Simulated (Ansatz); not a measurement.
CsPbCl3:
```xyz
5
Lattice="5.7334 0.0000 0.0000 0.0000 5.7334 0.0000 0.0000 0.0000 5.7334" Properties=species:S:1:pos:R:3 pbc="T T T"
Cs     2.8667     2.8667     2.8667
Pb     0.0000     0.0000     0.0000
Cl     0.0000     0.0000     2.8667
Cl     2.8667     0.0000     0.0000
Cl     0.0000     2.8667     0.0000
```

Relaxed with PBE.

Map the valence electron density (e/Å³), cut off at 0.9 on the plane through (0.500, 0.500, 0.500) spanned by u = [1, 0, 0] and v = [0, 1, 1] in lattice vectors, from plane-wave PAW PBE (Ansatz code).

x is the fraction of u, y of v (the angle between them is 90°; rows are the nearest grid lines); atoms in the plane: Cs at (0.00, 0.00), Pb at (0.50, 0.50), Cl at (0.00, 0.50).
```
y \ x   0.000  0.103  0.172  0.276  0.379  0.448  0.552  0.621  0.724  0.828  0.897   1.00
------  -----  -----  -----  -----  -----  -----  -----  -----  -----  -----  -----  -----
1.00    0.000  0.900  0.758  0.080  0.008  0.004  0.004  0.008  0.080  0.758  0.900  0.000
0.925   0.900  0.900  0.438  0.050  0.008  0.006  0.006  0.008  0.050  0.438  0.900  0.900
0.850   0.357  0.207  0.086  0.018  0.012  0.014  0.014  0.012  0.018  0.086  0.207  0.357
0.775   0.035  0.024  0.015  0.011  0.019  0.026  0.026  0.019  0.011  0.015  0.024  0.035
0.700   0.056  0.039  0.024  0.019  0.042  0.063  0.063  0.042  0.019  0.024  0.039  0.056
0.625   0.516  0.282  0.122  0.070  0.247  0.506  0.506  0.247  0.070  0.122  0.282  0.516
0.550   0.900  0.900  0.447  0.210  0.900  0.900  0.900  0.900  0.210  0.447  0.900  0.900
0.450   0.900  0.900  0.447  0.210  0.900  0.900  0.900  0.900  0.210  0.447  0.900  0.900
0.375   0.516  0.282  0.122  0.070  0.247  0.506  0.506  0.247  0.070  0.122  0.282  0.516
0.300   0.056  0.039  0.024  0.019  0.042  0.063  0.063  0.042  0.019  0.024  0.039  0.056
0.225   0.035  0.024  0.015  0.011  0.019  0.026  0.026  0.019  0.011  0.015  0.024  0.035
0.150   0.357  0.207  0.086  0.018  0.012  0.014  0.014  0.012  0.018  0.086  0.207  0.357
0.0750  0.900  0.900  0.438  0.050  0.008  0.006  0.006  0.008  0.050  0.438  0.900  0.900
0.000   0.000  0.900  0.758  0.080  0.008  0.004  0.004  0.008  0.080  0.758  0.900  0.000
```

The density is the valence pseudo-density with augmentation charge, so density and ELF within about 1 Å of a nucleus are not all-electron values.

Space group Pm-3m (cubic perovskite). This is a known high-temperature phase of the composition, computed here at zero pressure and temperature. Symmetry was held in the PBE relaxation; phonons on a q-mesh show weakly imaginary modes. Scalar-relativistic: spin–orbit coupling is off unless named, which matters more the heavier the elements.

Potentials: the later of the program's two PAW sets.
